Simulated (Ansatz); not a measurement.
**HfAu$_{2}$: strain energy, fitted**

HfAu$_{2}$, I4/mmm, a = 3.525 Å, c = 8.671 Å. The structure is a Materials Project entry; whether it is the stable form wasn't checked. Ansatz: PBEsol, PAW, 420 eV, Γ-centred 10×10×4 mesh on 6 atoms, Gaussian smearing 0.10 eV; no spin polarisation. Series: uniaxial strain along c, with a, b and atoms relaxed; x is the strain in per cent. y is the free energy over the unstrained cell, V0 = 17.956 Å³/atom.

| x (%) | y (meV/atom) |
| --- | --- |
| -6.0 | ? |
| -4.0 | 22.88 |
| -2.0 | 4.91 |
| 0.0 | 0.00 |
| 2.0 | 4.71 |
| 4.0 | 16.28 |
| 6.0 | 32.04 |

Fit y = c2 x² + c3 x³ to the other rows, turn c2 into a modulus, and predict the missing energy.

Least squares on the rows shown. y = 1.2154 x² − 0.053740 x³. In eV per unit strain² c2 is 12.15; this is Young's modulus along the axis (E = ½ Y V0 ε²): 2 × 12.15 × 160.2 / (17.956) = 217 GPa. The unstrained cell keeps some stress along the strain, worth a slope of 0.14 meV/atom per %, which the form leaves out. At x = -6.0 the fit asked for gives 55.36 meV/atom. The run gave 57.58 meV/atom, so the fit is 2.22 meV/atom too low, 3.9 % of the span of the series, against an rms of 0.25 meV/atom on the fitted rows. The row lies outside the fitted range. With a term in x⁴ added, a fit to the same known rows predicts 54.26 meV/atom, further off still.

Spin–orbit coupling is left out, which can shift energies with elements as heavy as these.